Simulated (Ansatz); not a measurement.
## Migration of K in Si

Level of theory: Ansatz, DFT PBE, scalar-relativistic, plane waves, PAW. Run with 420 eV cutoff, 2×2×2 k-mesh, shifted by half a step, Gaussian smearing of 0.02 eV, no spin polarisation.

Host crystal, relaxed:

```
Si
1.0
     0.00000    2.73505    2.73505
     2.73505    0.00000    2.73505
     2.73505    2.73505    0.00000
Si
2
Direct
  0.75000 0.75000 0.75000
  0.50000 0.50000 0.50000
```

In a supercell of 32 host sites with charge +1, interstitial K hops to an equivalent place, moving 2.37 Å between the relaxed ends. Climbing-image nudged elastic band at fixed cell with images 0 (start) to 2 (end), the path measured over all atoms, converged to 0.05 eV/Å; the order of the saddle wasn't checked, and the small cell leaves errors of about a tenth of an eV.

Supercell rows in host cell vectors: -1 3 -1; -1 -1 -1; -1 -1 3. K was set at (0.000, 0.000, 0.000) of the host cell.

At the relaxed start K has 4 Si at 2.59 Å, 6 Si at 2.83 Å.

**Question.** How high is the barrier, and where does the atom pass?

**Answer.** 1.58 eV at image 1, where K has 6 Si at 2.56 Å.

Cost: 1 run of about 4.6 core-minutes, on AMD EPYC 7R43 (Zen 3) (shared hosts).